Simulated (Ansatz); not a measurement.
CuCl (zinc blende, F-43m), a = b = c = 5.2075 Å, α = β = γ = 90.00°; the cell used has 2 atoms.

Relaxed with LDA.

### Question
Give the optical modes at the zone centre with their infrared and Raman activity from DFPT, the program Ansatz at the LDA level (PAW).

### Answer
Transverse frequencies, without the LO–TO term; a row sums one degenerate level.

| ω (cm⁻¹) | degeneracy | IR ((D/Å)²/amu) | Raman (Å⁴/amu) | activity | symmetry |
|---|---|---|---|---|---|
| 190 | 3 | 3.07 | 120 | IR+Raman | T2 |

### Question
How high does the top mode go among those that the LO–TO term moves?

### Answer
217 cm⁻¹ for q along x.

The LDA relaxation kept the symmetry of its start; phonons on a q-mesh show no instability. No spin polarisation was allowed.

Potentials: the earlier of the program's two PAW sets.
